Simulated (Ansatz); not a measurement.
Relaxed CdS (zinc blende):

```xyz
4
Lattice="0.0000 5.8791 5.8791 2.9395 0.0000 2.9395 2.9395 2.9395 0.0000" Properties=species:S:1:pos:R:3 pbc="T T T"
S      4.4093     4.4093     4.4093
S      4.4093     7.3488     7.3488
Cd     0.0000     0.0000     0.0000
Cd     2.9395     2.9395     5.8791
```

The atoms are displaced by Q × the pattern below (from a DFPT mode at L = (0.5, 0.0, 0.0), largest move 1; Q in Å), at fixed cell. (q is in reciprocal vectors of the primitive cell; the cell shown is doubled to hold the pattern.)

```
atom       x       y       z
----  ------  ------  ------
S1     0.577  -0.577  -0.577
S2    -0.577   0.577   0.577
Cd3   -0.051   0.051   0.051
Cd4    0.051  -0.051  -0.051
```

These are r2SCAN (plane waves to 500 eV, PAW, scalar-relativistic; Ansatz, a program for electronic structure) values and carry that method's errors. k mesh 5×10×10 (Γ-centred), Fermi-Dirac smearing 0.05 eV. E stands for the smeared free energy. CdS was relaxed with its symmetry unable to fall. The PAW data are Ansatz's earlier set. ΔE is measured from the undisplaced structure.

```
Q (Å)    ΔE (meV/cell)
-------  -------------
-0.1000          107.0
-0.0833           74.1
-0.0667           47.3
-0.0500           26.6
-0.0333       withheld
-0.0167            2.9
0.0000             0.0
0.0167             2.9
0.0333        withheld
0.0500            26.6
0.0667            47.3
0.0833            74.1
0.1000           107.0
```

Problem. Fit an even polynomial form (powers 2, 4) to the given rows and predict ΔE at Q = 0.0333.

Solution. Least squares on the 11 given rows: ΔE = (10600)·Q² + (9926)·Q⁴, in meV/cell with Q in Å; root-mean-square residual 0.05 meV/cell. At 0.0333 the fit gives 11.8 meV/cell; the calculation gives 11.8 meV/cell, the same to the digits shown. The quadratic term alone would give 11.8 meV/cell.

(A displaced cell: forces are minus the slopes of the energy, force constants its curvatures, and phonons follow from these.)
